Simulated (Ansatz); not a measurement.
# BaTiAs₂O₈: computed property card

BaTiAs$_{2}$O$_{8}$:
```yaml
crystal:
  lattice:
    - [4.18685, 2.72199, 0.00000]
    - [-4.18685, 2.72199, 0.00000]
    - [-0.60558, 0.00000, 7.79658]
  atoms:
    - { symbol: Ba, position: [0.00000, 0.00000, 0.50000] }
    - { symbol: Ti, position: [0.00000, 0.00000, 0.00000] }
    - { symbol: As, position: [0.37023, 0.62977, 0.20524] }
    - { symbol: As, position: [0.62977, 0.37023, 0.79476] }
    - { symbol: O, position: [0.31181, 0.68819, 0.40318] }
    - { symbol: O, position: [0.68819, 0.31181, 0.59682] }
    - { symbol: O, position: [0.73896, 0.76561, 0.18252] }
    - { symbol: O, position: [0.26104, 0.23439, 0.81748] }
    - { symbol: O, position: [0.76561, 0.73896, 0.81748] }
    - { symbol: O, position: [0.23439, 0.26104, 0.18252] }
    - { symbol: O, position: [0.22605, 0.77395, 0.04328] }
    - { symbol: O, position: [0.77395, 0.22605, 0.95672] }
```

Space group C2/m (No. 12); conventional cell a = 8.374 Å, b = 5.444 Å, c = 7.820 Å, α = γ = 90.00°, β = 94.44°.

Method: the program Ansatz at the r²SCAN level (PAW). Geometry: relaxed at this level of theory. Other levels are named where they apply.

Cell and energy:

```json
{
  "volume_per_atom": "14.81 Å³",
  "density": "4.33 g/cm³"
}
```

Electronic structure:

```json
{
 "band_gap": "3.04 eV (smallest direct gap 3.06 eV)",
 "valence_band_maximum": "at Y2 (k = 0.500, 0.500, 0.000 in fractions of the reciprocal vectors)",
 "conduction_band_minimum": "at M2 (k = 0.500, 0.500, 0.500 in fractions of the reciprocal vectors)",
 "electron_effective_mass": "0.81, 1.5, 11 mₑ (principal values)",
 "Electron effective mass with spin–orbit coupling": "0.81, 1.5, 11 mₑ (principal values)",
 "hole_effective_mass": "1.7, 1.9, 28 mₑ (principal values)",
 "Hole effective mass with spin–orbit coupling": "1.7, 1.9, 28 mₑ (principal values)",
 "HSE06 gap on the r²SCAN cell": "4.35 eV",
 "Gap with spin–orbit coupling": "3.04 eV"
}
```

Mechanics:

```json
{
 "Bulk modulus (Birch–Murnaghan fit)": "49.6 GPa",
 "Pressure derivative B′": "3.1"
}
```

The first step of the workflow began from a Materials Project structure, measured or hypothetical; the Crystallography Open Database copy checked does not list it. Its standing as an ambient phase is unchecked. The r²SCAN relaxation kept the symmetry of its start; its stability against distortions is not shown here. The run is not spin-polarised. Spin–orbit coupling is left out wherever it is not named.

Potentials: the later of the program's two PAW sets.
